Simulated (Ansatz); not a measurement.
**As: energy along a strain**

As, R-3m, a = 3.759 Å, c = 10.457 Å (as given, not relaxed at this level: 0.1 GPa, forces to 0.16 eV/Å). Ansatz: PBEsol, PAW, 420 eV, Γ-centred 18×18×18 mesh on 2 atoms, Gaussian smearing 0.15 eV; no spin polarisation. Cell vectors (Å): 1.880 1.085 3.486; -1.880 1.085 3.486; 0.000 -2.171 3.486. The cell is strained by x per cent times the pattern (1 1 0 0 0 0) in the order xx yy zz yz xz xy (engineering shears), with fractional coordinates held. y is the free energy over the start, V0 = 21.333 Å³/atom. Points with a strain past 8.5 % were computed too (3) and aren't used here.

```
x (%) y (meV/atom)
-7.50             ?
-5.00         77.70
-2.50         20.73
 0.00          0.00
 2.50         13.37
 5.00         56.02
 7.50        122.91
```

Fit y = c1 x + c2 x² + c3 x³ to the other rows, get the stiffness along the pattern, and predict the missing energy.

Least squares on the rows shown. y = −1.0716 x + 2.6727 x² − 0.045694 x³. The clamped-ion stiffness p·C·p = 2 × 26.73 eV × 160.2 / 21.333 Å³ = 401 GPa (second derivative at the start, which stands under stress). At x = -7.50 the fit asked for gives 177.65 meV/atom. The run gave 176.97 meV/atom, so the fit is 0.68 meV/atom too high, 0.38 % of the span of the series, against an rms of 0.32 meV/atom on the fitted rows. The row lies outside the fitted range. With a term in x⁴ added, a fit to the same known rows predicts 172.15 meV/atom, which misses by about as much or more on the other side: the known rows don't fix the higher terms.